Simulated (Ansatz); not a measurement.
Trial structure of CaF, not yet relaxed:

Space group R-3m:H (No. 166). a = 3.447 Å, b = 3.447 Å, c = 8.518 Å, α = 90.00°, β = 90.00°, γ = 120.00°
| atom | site | symmetry | x | y | z |
| --- | --- | --- | --- | --- | --- |
| Ca | 3b | -3m | 0.3333 | 0.6667 | 0.1667 |
| F | 3a | -3m | 0.0000 | 0.0000 | 0.0000 |

The calculation used Ansatz, DFT PBE, scalar-relativistic, plane waves, PAW. Cutoff 420 eV; k points 6×6×6 on the computed 2-atom cell (Γ-centred); Gaussian smearing, width 0.10 eV; no spin polarisation.

The zero of energy is the elements' standard structures at the same level (F₂ as a molecule); no fitted shifts are applied.

Problem. Estimate its pressure, forces and energy as it stands.

Solution. The pressure is 11.6 GPa (the mean over three directions, positive in compression), the largest force is 0.00 eV/Å (symmetry fixes the atoms), and the energy is −2.16 eV/atom against the elements. The shortest distance is 2.44 Å.

Problem. Is it a good guess?

Solution. A fair one: relaxing gains about 0.13 eV/atom (the start's value is from the coarse mesh, so the gain is rough) in 13 ionic steps and ends at −2.29 eV/atom on the finer mesh. The symmetry goes from R-3m (No. 166) to Fm-3m (No. 225). The end has the rock salt type. The volume per atom grows by 28.4 %, from 14.6 to 18.8 Å³. The shortest distance goes from 2.44 Å (Ca–F) to 2.66 Å (Ca–F). Conventional cell: a = 5.313 Å. Ca has 6 F at 2.66 Å; F is surrounded by 6 Ca at 2.66 Å.

The last run used an 18×18×18 mesh for its 2-atom cell and Gaussian smearing of 0.10 eV. An odd number of electrons in the primitive cell allows no gap without spin; a larger cell or a magnetic state could open one. The relaxation can't lower the symmetry of the start, and the grade says only how near the guess is to its own end. Symmetry constrained the relaxation, so the result can be a saddle point.
